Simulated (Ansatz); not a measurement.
# Property card for K2BaH3

Method: Ansatz, DFT PBE, scalar-relativistic, plane waves, PAW.

Settings: cutoff 420 eV, Γ-centred mesh 12×12×4 on the computed 6-atom cell, Gaussian smearing of 0.10 eV; no spin polarisation.

The structure is relaxed at this level of theory with its symmetry kept, and needn't be the ground state of this composition.

Space group P-3m1 (No. 164), trigonal, a = 4.023 Å, c = 10.201 Å. K is surrounded by 6 H at 2.84–2.94 Å, 9 K at 4.02 Å and 3 Ba at 4.17 Å; Ba is surrounded by 6 H at 2.85 Å, 6 Ba at 4.02 Å and 6 K at 4.17 Å; around H on a site of symmetry 3m lie 3 Ba at 2.85 Å and 3 K at 2.94 Å; H on a site of symmetry -3m is surrounded by 6 K at 2.84 Å.

| Quantity | Value |
| --- | --- |
| Volume per atom | 23.83 Å³ |
| Formation energy from the elements' standard states (uncorrected) | -0.201 eV/atom |
| Kohn–Sham band gap | none (metal) |
| Density of states at the Fermi level | 2.0 states/eV per cell |
| Bader charge by site (e) | K (2 in the cell) 0.73, Ba (1 in the cell) 0.90, H (2 in the cell) -0.79, H (1 in the cell) -0.77 |

Spin-orbit coupling is left out, which matters for the bands of heavy elements.

The cell was found from a structure generator's guess, not taken from experiment.
